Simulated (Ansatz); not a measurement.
One crystal and one scan (frozen-phonon scan) at two levels, PBE (plane waves to 420 eV, PAW, scalar-relativistic; Ansatz, a first-principles code) and r2SCAN (plane waves to 500 eV, PAW, scalar-relativistic; Ansatz), each from its own relaxed cell and on its own mesh. The cell shown is that of PBE.

Starting cell, ZnS (zinc blende):

```yaml
crystal:
  lattice:
    - [0.00000, 5.44344, 5.44344]
    - [2.72172, 2.72172, 5.44344]
    - [2.72172, 2.72172, 0.00000]
  atoms:
    - { symbol: S, position: [0.00000, 0.75000, 0.75000] }
    - { symbol: S, position: [0.50000, 0.75000, 0.75000] }
    - { symbol: Zn, position: [0.00000, 0.00000, 0.00000] }
    - { symbol: Zn, position: [0.50000, 0.00000, 0.00000] }
```

The atoms are displaced by Q × the pattern below (from a DFPT mode at X = (0.5, 0.5, 0.0), largest move 1; Q in Å), at fixed cell. It is one choice among 2 degenerate patterns. (q is in reciprocal vectors of the primitive cell; the cell shown is doubled to hold the pattern.)

| atom | x | y | z |
|---|---|---|---|
| S1 | -0.607 | 0.000 | 0.000 |
| S2 | 0.607 | 0.000 | 0.000 |
| Zn3 | 0.000 | -1.000 | 0.000 |
| Zn4 | 0.000 | 1.000 | 0.000 |

ZnS was relaxed with its symmetry unable to fall. Percentages come from the unrounded values. Both scans cover Q from -0.100 to 0.100 Å.

| quantity | PBE | r2SCAN | PBE − r2SCAN |
|---|---|---|---|
| Lattice constant a (Å) | 5.443 | 5.389 | +0.054 (+1.0 %) |
| Energy at Q = 0.100 Å (meV/cell) | 22.8 | 24.8 | -2.0 (-8 %) |
| Harmonic wavenumber from the curvature (finite differences) (cm⁻¹ (negative: imaginary)) | 90 | 93 | -3 (-4 %) |

PBE gives the higher value for: lattice constant a. PBE gives the lower value for: energy at Q = 0.100 Å; harmonic wavenumber from the curvature. Both give the same space group of the distorted cell: C222_1 (No. 20), lowered from F-43m. Neither level is exact: the differences show how much the result hangs on the functional.

ΔE (meV/cell), each from the undisplaced structure of its own level:

```csv
Q (Å),PBE,r2SCAN
-0.100,22.8,24.8
-0.083,15.9,17.2
-0.067,10.2,11.0
-0.050,5.7,6.2
-0.033,2.5,2.8
-0.017,0.6,0.7
0.000,0.0,0.0
0.017,0.6,0.7
0.033,2.5,2.8
0.050,5.7,6.2
0.067,10.2,11.0
0.083,15.9,17.2
0.100,22.8,24.8
```

(A displaced cell: forces are minus the slopes of the energy, force constants its curvatures, and phonons follow from these.)
